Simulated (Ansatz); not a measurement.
# ScGePd (P-62m): electronic heat capacity and spin susceptibility from the density of states

Level of theory: Ansatz 0.2.0, DFT PBEsol, scalar-relativistic, plane waves, PAW.

Plane waves to 420 eV, a k mesh through Γ of 6×6×10 on the computed 9-atom cell and Gaussian smearing (0.10 eV); no spin polarisation.

Relaxed cell: P-62m, a = 6.652 Å, b = 6.652 Å, c = 3.921 Å, α = 90.00°, β = 90.00°, γ = 120.00°, 9 atoms in the primitive cell. Whether it is the stable form of this composition wasn't checked.

The density of states at the Fermi level is 6.137 states/eV in the cell of 9 atoms (3 formula units; both spins, tetrahedra on a 9×9×15 mesh).

**Question.** What Sommerfeld coefficient and Pauli susceptibility does this give?

**Answer.** Per formula unit N(E_F) = 2.046 states/eV. γ = (π²/3) k_B² N(E_F) N_A = 2.357 mJ/(mol K²) per state/eV, so γ = 4.8 mJ/(mol K²), a mole of formula units. χ_P = μ_B² N(E_F) N_A = 3.23×10⁻⁵ emu/mol per state/eV gives 6.6×10⁻⁵ emu/mol. This is the bare band result: a measured γ of the same phase is as a rule larger by a factor 1 + λ from phonons and spin fluctuations, the spin part of χ is larger by the Stoner factor, and a measured χ also holds orbital and core terms. N(E_F) at one energy is sensitive to the mesh where the density of states has sharp peaks.

Cost: 1 run of about 3.4 core-minutes, on Intel Xeon 6975P-C (Granite Rapids) (shared hosts).